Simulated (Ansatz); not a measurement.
BP:
```xyz
6
Lattice="3.2469 0.0000 0.0000 -1.6235 2.8119 0.0000 0.0000 0.0000 6.9238" Properties=species:S:1:pos:R:3 pbc="T T T"
B      1.6235     0.0000     3.4619
B     -0.8117     1.4060     1.1540
B      0.8117     1.4060     5.7698
P      1.6235     0.0000     0.0000
P     -0.8117     1.4060     4.6159
P      0.8117     1.4060     2.3079
```

Relaxed with PBE+D3(BJ). Special points in fractions of this cell's reciprocal vectors: Γ (0.000, 0.000, 0.000); M (0.500, 0.000, 0.000); K (0.333, 0.333, 0.000); A (0.000, 0.000, 0.500); L (0.500, 0.000, 0.500); H (0.333, 0.333, 0.500).

### Question
List the band energies nearest the Fermi level at these points for DFT-PBE+D3(BJ) in the program Ansatz with PAW potentials.

### Answer
In eV from the Fermi level; about four levels below and three above (degenerate sets whole), none deeper than 8.9 eV; points with the same levels are listed once.

```
k                          below                above
-  -----------------------------  -------------------
Γ  -2.37 -2.37 -1.22 -1.22 -0.86       0.08 2.47 2.47
M        -4.09 -3.32 -2.83 -2.53       0.02 0.67 1.12
K  -6.04 -6.04 -3.49 -2.53 -2.53       1.56 2.74 2.74
A        -1.31 -1.10 -1.10 -0.68       2.17 2.42 2.83
L        -4.03 -3.96 -3.26 -3.13       1.96 2.27 2.50
H        -5.98 -5.98 -3.27 -2.92  3.09 4.39 4.56 4.56
```

Space group P6_222. The start of the workflow was typed in or built on a structure type; neither database checked (COD, Materials Project) lists it. It is not the phase usual at ambient conditions (space group No. 216). Symmetry was held in the PBE+D3(BJ) relaxation; whether a distortion lowers the energy is not shown. The Fermi level of a semimetal is unsure by some 0.05 eV on such meshes.

Potentials: the earlier of the program's two PAW sets.
